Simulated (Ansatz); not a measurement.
Relaxing Zn

Theory: DFT r2SCAN, scalar-relativistic, plane waves, PAW in Ansatz 0.2.0. Settings: 500 eV cutoff, 24×24×10 k-mesh, Gaussian smearing of 0.10 eV, no spin polarisation.

What was changed: uniaxial strain along c, with a, b and atoms relaxed: -3.0 %.

Command:

```bash
ansatz run input.yaml --threads 1 --pin off --max-ram 2560MiB --backend cpu --events-out ev --progress --plain --runs-dir out
```

Input:

```yaml
crystal:
  lattice:
    - [2.6147231135, 0.0, 0.0]
    - [-1.3073615567, 2.2644166401, 0.0]
    - [0.0, 0.0, 4.8409847696]
  atoms:
    - { symbol: Zn, position: [0.333333335, 0.666666665, 0.25] }
    - { symbol: Zn, position: [0.666666665, 0.333333335, 0.75] }
basis:
  ecutwfc: 500
kpoints:
  mp_grid: { grid: [24, 24, 10] }
hamiltonian:
  xc: r2scan
scf:
  occupations: { method: gaussian, width: 0.1 }
output:
  forces: true
  stress: true
  eigenvalues: true
relax:
  adjacent_minimum: "off"
  f_tol: 0.008
  max_steps: 40
  cell: { stress_tol: 0.015, fix: [c, angles] }
```

F is the free energy. Steps run on the plane waves of an earlier cell, but the last one, and at times one on the way, on a freshly chosen basis, so a repeated geometry can differ a little in energy. The held parts of the cell keep their stress, so P needn't end at zero.

Steps:

| step | F − F(1) (eV) | largest force component (eV/Å) | V (Å³/atom) | P (GPa) |
| --- | --- | --- | --- | --- |
| 1 | 0.0000 | 0.000 | 14.331 | 0.30 |
| 2 | -0.0001 | 0.000 | 14.307 | 0.48 |
| 3 | -0.0001 | 0.000 | 14.291 | 0.60 |
| 4 | -0.0001 | 0.000 | 14.291 | 0.60 |

Relaxed structure:

```yaml
crystal:
  lattice:
    - [2.61104, 0.00000, 0.00000]
    - [-1.30552, 2.26122, 0.00000]
    - [0.00000, 0.00000, 4.84098]
  atoms:
    - { symbol: Zn, position: [0.33333, 0.66667, 0.25000] }
    - { symbol: Zn, position: [0.66667, 0.33333, 0.75000] }
```

It takes space group P6_3/mmc (No. 194, hexagonal). The conventional cell has a = 2.611 Å, b = 2.611 Å, c = 4.841 Å, α = 90.00°, β = 90.00°, γ = 120.00°. Zn (site symmetry -6m2) has 12 Zn at 2.61 to 2.85 Å as nearest neighbours.

The run converged. Time: 3.7 min on 1 thread of Arm Neoverse V1, on a shared host, peak memory 0.81 GiB.